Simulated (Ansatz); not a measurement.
Space group Cmce (No. 64). a = 4.471 Å, b = 7.594 Å, c = 4.492 Å, α = 90.00°, β = 90.00°, γ = 90.00°
| atom | site | symmetry | x | y | z |
| --- | --- | --- | --- | --- | --- |
| Ga | 8f | m.. | 0.5000 | 0.6560 | 0.0832 |

Equation of state of this Ga structure (not necessarily the ground state), with shape and atoms relaxed at each volume where symmetry leaves them free. It has no gap at any of these volumes. The calculation used Ansatz 0.2.0, DFT PBEsol, scalar-relativistic, plane waves, PAW.

Settings: cutoff 420 eV, Γ-centred mesh 12×12×10 on the computed 4-atom cell, Gaussian smearing of 0.10 eV; no spin polarisation.

```tsv
V (Å³/atom)	E − E(largest V) (meV/atom)	P (GPa)
16.775	37.74	10.71
17.347	5.82	7.28
17.919	-14.85	4.40
18.491	-26.11	1.99
19.063	-29.53	0.00
19.635	-26.47	-1.64
20.207	-18.03	-3.01
20.969	0.00	-4.47
```

Fit a third-order Birch–Murnaghan equation to E(V).

V0 = 19.06 Å³/atom, B0 = 60 GPa, B0' = 5.2.

Cost: 8 runs of about 14 core-minutes in all, on Arm Neoverse V2 (shared hosts).